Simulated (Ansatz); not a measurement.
CdTe:
```yaml
crystal:
  lattice:
    - [0.00000, 3.24489, 3.24489]
    - [3.24489, 0.00000, 3.24489]
    - [3.24489, 3.24489, 0.00000]
  atoms:
    - { symbol: Cd, position: [0.00000, 0.00000, 0.00000] }
    - { symbol: Te, position: [0.75000, 0.75000, 0.75000] }
```

x, y and z are the axes in which the lattice vectors are written.

Question: Give the high-frequency dielectric tensor and the Born effective charge tensors of the independent atoms from DFPT, the program Ansatz at the PBEsol level (PAW).

Answer: 
ε∞:
```
9.06  0.00  0.00
0.00  9.06  0.00
0.00  0.00  9.06
```
Z* of atom 1 (Cd), rows: field, columns: displacement, in e:
```
2.19  0.00  0.00
0.00  2.19  0.00
0.00  0.00  2.19
```
Z* of atom 2 (Te), rows: field, columns: displacement, in e:
```
-2.19   0.00   0.00
 0.00  -2.19   0.00
 0.00   0.00  -2.19
```

Space group F-43m (zinc blende). The cell was relaxed with PBEsol under the symmetry of its start. Scalar-relativistic: spin–orbit coupling is off unless named, which matters more the heavier the elements.

Potentials: the earlier of the program's two PAW sets. The files were generated under PBE; for other functionals the program regenerates the frozen cores, and for LDA and PBEsol the local potential too.
